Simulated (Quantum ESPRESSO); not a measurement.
Ge3NBSi3, a curve over strain

Computed values, not a measurement. The program is pw.x of Quantum ESPRESSO 7.5 (plane-wave density functional theory). The cell is made up: 8 atoms on a zincblende/diamond lattice, with randomly drawn elements, strain and displacements, not relaxed. PseudoDojo standard norm-conserving files (v0.5 for PBE, v0.4.1 for LDA and PBEsol) set the functional; there is no spin polarisation, spin-orbit coupling or dispersion term, and the masses in the input are unused placeholders.

Seven runs add a strain to one cell (along z); the atoms follow the cell and are not relaxed. Stress in the table is positive in tension.

Input of the run at -0.0079:

```
&control calculation='scf', pseudo_dir='./dojo.nc.sr.pbe.v0_5.standard.upf', outdir='./o', disk_io='low', tprnfor=.true., tstress=.true. /
&system ibrav=0, nat=8, ntyp=4, nbnd=41, ecutwfc=84.00895049, nosym=.true., tot_charge=0,
 occupations='smearing', smearing='fd', degauss=0.0073498644
/
&electrons conv_thr=7.350e-09, electron_maxstep=60, /
ATOMIC_SPECIES
B 1.0 B.upf
Ge 1.0 Ge.upf
N 1.0 N.upf
Si 1.0 Si.upf
CELL_PARAMETERS angstrom
5.6339 -0.0469 0.0582
-0.0469 5.6214 -0.0155
0.0587 -0.0156 5.6996
ATOMIC_POSITIONS angstrom
Ge 0.0299 0.0045 0.0082
N 0.0296 2.8 2.8753
B 2.8365 -0.0071 2.8944
Ge 2.7904 2.8136 0.0913
Si 1.4369 1.3603 1.4162
Ge 1.4024 4.2332 4.2514
Si 4.2552 1.3275 4.3313
Si 4.2245 4.1904 1.4368
K_POINTS automatic
6 6 6 1 1 1
```

| added strain | free energy less that of the input shown (eV) | stress xx (GPa) | stress yy (GPa) | stress zz (GPa) | stress xy (GPa) | pressure (GPa) | iterations |
| --- | --- | --- | --- | --- | --- | --- | --- |
| -0.0162 | -0.1197 | 11.97 | 11.80 | 12.42 | -0.70 | -12.07 | 12 |
| -0.0079 | 0.0000 | 11.95 | 11.79 | 13.04 | -0.66 | -12.26 | 12 |
| +0.0085 | 0.2536 | 11.88 | 11.72 | 14.18 | -0.60 | -12.59 | 12 |
| +0.0158 | 0.3731 | 11.84 | 11.67 | 14.67 | -0.57 | -12.73 | 12 |
| +0.0190 | 0.4270 | 11.81 | 11.65 | 14.87 | -0.56 | -12.78 | 12 |
| +0.0221 | 0.4797 | 11.79 | 11.63 | 15.07 | -0.55 | -12.83 | 12 |

Question: one run is left out of the table, at +0.0116. Estimate its stress zz (GPa).

Answer: 14.39. The whole row:

| added strain | free energy less that of the input shown (eV) | stress xx (GPa) | stress yy (GPa) | stress zz (GPa) | stress xy (GPa) | pressure (GPa) | iterations |
| --- | --- | --- | --- | --- | --- | --- | --- |
| +0.0116 | 0.3037 | 11.86 | 11.70 | 14.39 | -0.59 | -12.65 | 12 |

A cubic fit gives a slope of stress zz against the added strain of 70 GPa at zero added strain, with the atoms clamped. Across the table the free energy follows the integral of the stress to within 0.5 meV. A rerun of one of the cells at 1437 eV and a 8 x 8 x 8 mesh moved values by no more than 0.002 eV in energy, 0.03 GPa in stress and 0.010 eV/Å in force.